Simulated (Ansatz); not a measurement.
Q: Pt (diamond, Fd-3m) is relaxed with the program Ansatz at the r²SCAN level (PAW). What lattice parameters of the conventional cell result?

A: a = 5.720 Å.

The start of the workflow was typed in or built on a structure type; neither database checked (COD, Materials Project) lists it. It is not the phase usual at ambient conditions (space group No. 225). The cell was relaxed with r²SCAN under the symmetry of its start. At this level the phase is mechanically unstable. No spin polarisation was allowed. Scalar-relativistic: spin–orbit coupling is off unless named, which matters more the heavier the elements.

Potentials: the earlier of the program's two PAW sets.
